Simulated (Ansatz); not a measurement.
Bi₂Se₃ (Bi2Te3 type, space group R-3m)

```xyz
5
Lattice="2.0722 1.1964 9.4818 -2.0722 1.1964 9.4818 0.0000 -2.3928 9.4818" Properties=species:S:1:pos:R:3 pbc="T T T"
Bi     0.0000     0.0000    11.4032
Bi     0.0000     0.0000    17.0423
Se     0.0000     0.0000     0.0000
Se     0.0000     0.0000     5.9884
Se     0.0000     0.0000    22.4571
```

This relaxed cell (volume V₀) is scaled evenly in all directions, its shape held. The atoms relax within the cell's symmetry.

All values below come from PBE-D3(BJ) (plane waves to 420 eV, PAW, scalar-relativistic; Ansatz, an electronic-structure program). k mesh 9×9×9 (Γ-centred), Fermi-Dirac smearing 0.05 eV. Stress and pressure are positive under compression. Bi2Se3 was relaxed with its symmetry unable to fall. Spin-orbit coupling is left out, though Bi is heavy. The PAW data are Ansatz's earlier set.

At one point of the scan the stress tensor (GPa) is:

```
    8.8      0.0      0.0
    0.0      8.8      0.0
    0.0      0.0      8.1
```

Problem. Which point is it?
A) V/V₀ = 0.936
B) V/V₀ = 0.872
C) V/V₀ = 0.840
D) V/V₀ = 0.968

Solution. B, V/V₀ = 0.872

(A scan under strain: stresses follow from slopes of the energy per volume, elastic moduli from its curvatures.)
